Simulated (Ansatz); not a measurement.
BeTe:
```
BeTe
1.0
    3.94773     0.00000     0.00000
   -1.97387     3.41884     0.00000
    0.00000     0.00000     6.51930
Be Te
2 2
Cartesian
  1.97387   1.13961   3.26457
  0.00000   2.27923   0.00492
  1.97387   1.13961   5.69946
  0.00000   2.27923   2.43981
```

PBEsol in the plane-wave PAW code Ansatz gives a gap of 2.11 eV without spin–orbit coupling, maximum at Γ, minimum at M.

Task: What happens when spin–orbit coupling is switched on?

Result: The gap shrinks by 0.31 eV, to 1.80 eV; maximum at Γ, minimum at M.

Task: Give the hole effective mass with spin–orbit coupling.

Result: 0.23, 0.23, 0.73 mₑ (principal values).

Space group P6_3mc (wurtzite). The first step of the workflow began from a Materials Project structure, measured or hypothetical; the Crystallography Open Database copy checked does not list it. COD files the formula under space group No. 216. Whether it is the stable phase at ambient conditions was not checked. Symmetry was held in the PBEsol relaxation; whether a distortion lowers the energy is not shown.

Potentials: the later of the program's two PAW sets.
